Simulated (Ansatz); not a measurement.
Data:

SiGe:
```
CELL_PARAMETERS angstrom
      3.87016     0.00000     0.00000
     -1.93508     3.35165     0.00000
      0.00000     0.00000     6.39399
ATOMIC_POSITIONS crystal
  Si 0.66667 0.33333 0.87452
  Si 0.33333 0.66667 0.37452
  Ge 0.66667 0.33333 0.50048
  Ge 0.33333 0.66667 0.00048
```

This is the LDA-relaxed structure.

### Question
All from the program Ansatz at the LDA level (PAW), unless another level is named. Estimate the electron effective mass.

### Answer
0.11, 1.2, 1.2 mₑ (principal values).

### Question
Next, the smallest direct gap on the standard path?

### Answer
0.43 eV.

### Question
Give the formation energy from the elements (no fitted shifts).

### Answer
0.025 eV/atom.

### Question
Give the band gap.

### Answer
0.32 eV (indirect).

Space group P6_3mc (wurtzite). The first step of the workflow began from a Materials Project structure, measured or hypothetical; the Crystallography Open Database copy checked does not list it. Its standing as an ambient phase is unchecked. The LDA relaxation kept the symmetry of its start; whether a distortion lowers the energy is not shown. The references are the lowest solids computed at this level, not always the standard phases. Spin–orbit coupling is left out wherever it is not named.

Potentials: the earlier of the program's two PAW sets. The files were generated under PBE; for other functionals the program regenerates the frozen cores, and for LDA and PBEsol the local potential too.
